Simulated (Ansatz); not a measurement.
Values for one crystal, relaxed and computed with PBEsol (plane waves, PAW; program Ansatz); other levels are named.

| Quantity | Value |
|---|---|
| Volume per atom | 19.62 Å³ |
| Electronic character | metallic (no gap) |
| Pressure derivative B′ | 4.1 |
| Gap with spin–orbit coupling | none (metallic) |
| Bulk modulus (Birch–Murnaghan fit) | 83.2 GPa |
| Density of states at the Fermi level | 0.34 states/eV per atom (mean over ±0.08 eV) |
| Formation energy from the elements (no fitted shifts) | -0.40 eV/atom |

Task: Which compound is it?
A) ScSi, Cmcm (Sc on 4c, Si on 4c)
B) YAl2Si2, P-3m1 (Si on 2d, Al on 2d, Y on 1a)
C) YNbN3, cubic perovskite
D) Y5Si3, P6_3/mcm (Y on 6g, Y on 4d, Si on 6g)

Result: B, YAl2Si2, P-3m1 (Si on 2d, Al on 2d, Y on 1a)

The workflow started from an entry of the Crystallography Open Database (COD). Whether it is the stable phase at ambient conditions was not checked. The cell was relaxed with PBEsol under the symmetry of its start; whether a distortion lowers the energy is not shown. The run is not spin-polarised. The references are the lowest solids computed at this level, not always the standard phases. Scalar-relativistic: spin–orbit coupling is off unless named, which matters more the heavier the elements.

Potentials: the later of the program's two PAW sets.
